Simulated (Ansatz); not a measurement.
LaSi$_{2}$Pt$_{2}$:
```
CELL_PARAMETERS angstrom
     -2.14795     2.14795     4.97273
      2.14795    -2.14795     4.97273
      2.14795     2.14795    -4.97273
ATOMIC_POSITIONS crystal
  Si 0.37557 0.37557 0.00000
  Si 0.62443 0.62443 0.00000
  Pt 0.75000 0.25000 0.50000
  Pt 0.25000 0.75000 0.50000
  La 0.00000 0.00000 0.00000
```

Relaxed with r²SCAN.

Task: Give the Bader charges and basin volumes of the independent atoms, the program Ansatz at the r²SCAN level (PAW).

Result: 

| atom | Bader charge (e) | Bader volume (Å³) |
|---|---|---|
| Si1 | +0.42 | 14.2 |
| Pt3 | -1.23 | 21.7 |
| La5 | +1.62 | 20.1 |

Space group I4/mmm. The workflow started from an entry of the Crystallography Open Database (COD). Whether it is the stable phase at ambient conditions was not checked. Symmetry was held in the r²SCAN relaxation; whether a distortion lowers the energy is not shown. No spin polarisation was allowed. Scalar-relativistic: spin–orbit coupling is off unless named, which matters more the heavier the elements.

Potentials: the later of the program's two PAW sets.
